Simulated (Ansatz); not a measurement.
GaAs (zinc blende)

```
GaAs
1.0
    0.00000     2.87304     2.87304
    2.87304     0.00000     2.87304
    2.87304     2.87304     0.00000
As Ga
1 1
Direct
  0.75000   0.75000   0.75000
  0.00000   0.00000   0.00000
```

The slice is a {111} plane (indices of the conventional cell) through the point (0.750, 0.750, 0.750) (fractional), spanned by u = [100] and v = [-1 2 0] in vectors of this cell: u (4.06 Å) and v (7.04 Å, at 90° to u). It covers one period; positions are fractions (u, v).

Method: PBE (plane waves to 420 eV, PAW, scalar-relativistic; Ansatz, an electronic-structure program). k mesh 10×10×10. These are valence fields of a PAW run, semicore shells included where kept as valence: close to a nucleus they are smooth pseudo fields. GaAs was relaxed with its symmetry unable to fall. The PAW data are Ansatz's earlier set.

Task: Sketch the valence electron density on this plane as a map.

Result: 
| v \ u | 0.00 | 0.12 | 0.25 | 0.38 | 0.50 | 0.62 | 0.75 | 0.88 |
|---|---|---|---|---|---|---|---|---|
| 0.93 | 0.7 | 0.0 | -0.5 | -1.1 | -1.3 | -1.1 | -0.5 | 0.0 |
| 0.86 | -0.3 | -0.4 | -0.8 | -1.3 | -1.6 | -1.3 | -0.8 | -0.4 |
| 0.79 | -0.5 | -0.6 | -1.0 | -1.4 | -1.5 | -1.4 | -1.0 | -0.6 |
| 0.71 | -0.4 | -0.5 | -0.8 | -1.0 | -1.0 | -1.0 | -0.8 | -0.5 |
| 0.64 | -0.3 | -0.5 | -0.5 | -0.5 | -0.4 | -0.5 | -0.6 | -0.5 |
| 0.57 | -0.6 | -0.6 | -0.3 | 0.1 | 0.7 | 0.1 | -0.3 | -0.6 |
| 0.50 | -1.0 | -0.8 | -0.3 | 0.7 | 1.7 | 0.7 | -0.3 | -0.8 |
| 0.43 | -1.3 | -1.1 | -0.5 | 0.0 | 0.7 | 0.0 | -0.5 | -1.1 |
| 0.36 | -1.6 | -1.3 | -0.8 | -0.4 | -0.3 | -0.4 | -0.8 | -1.3 |
| 0.29 | -1.5 | -1.4 | -1.0 | -0.6 | -0.5 | -0.6 | -1.0 | -1.4 |
| 0.21 | -1.0 | -1.0 | -0.8 | -0.5 | -0.4 | -0.5 | -0.8 | -1.0 |
| 0.14 | -0.4 | -0.5 | -0.6 | -0.5 | -0.3 | -0.5 | -0.5 | -0.5 |
| 0.07 | 0.7 | 0.1 | -0.3 | -0.6 | -0.6 | -0.6 | -0.3 | 0.1 |
| 0.00 | 1.7 | 0.7 | -0.3 | -0.8 | -1.0 | -0.8 | -0.3 | 0.7 |

Values: log₁₀ of the valence density in e/Å³. The scale is logarithmic, as a density can span decades between atoms and voids.
